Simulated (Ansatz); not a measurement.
Space group P6_3/mmc (No. 194). a = 5.463 Å, b = 5.463 Å, c = 4.324 Å, α = 90.00°, β = 90.00°, γ = 120.00°
```tsv
atom	site	symmetry	x	y	z
Mo	2d	-6m2	0.6667	0.3333	0.2500
Ru	6h	mm2	0.8334	0.1666	0.7500
```

Equation of state of this MoRu3 structure (not necessarily the ground state), with shape and atoms relaxed at each volume where symmetry leaves them free. It has no gap at any of these volumes. All numbers below come from Ansatz 0.2.0, DFT r2SCAN, scalar-relativistic, plane waves, PAW.

Cutoff 500 eV; k points 6×6×8 on the computed 8-atom cell (Γ-centred); Gaussian smearing, width 0.10 eV; no spin polarisation.

```json
{"V (Å³/atom)": "13.135", "E − E(largest V) (meV/atom)": "10.92", "P (GPa)": "22.72"}
{"V (Å³/atom)": "13.554", "E − E(largest V) (meV/atom)": "-31.90", "P (GPa)": "10.41"}
{"V (Å³/atom)": "13.973", "E − E(largest V) (meV/atom)": "-45.05", "P (GPa)": "0.00"}
{"V (Å³/atom)": "14.392", "E − E(largest V) (meV/atom)": "-33.12", "P (GPa)": "-8.80"}
{"V (Å³/atom)": "14.811", "E − E(largest V) (meV/atom)": "0.00", "P (GPa)": "-16.22"}
```

**Question.** Fit a third-order Birch–Murnaghan equation to E(V).

**Answer.** V0 = 13.97 Å³/atom, B0 = 319 GPa, B0' = 4.6.

Cost: 5 runs of about 11 core-minutes in all, on Arm Neoverse V2 (shared hosts).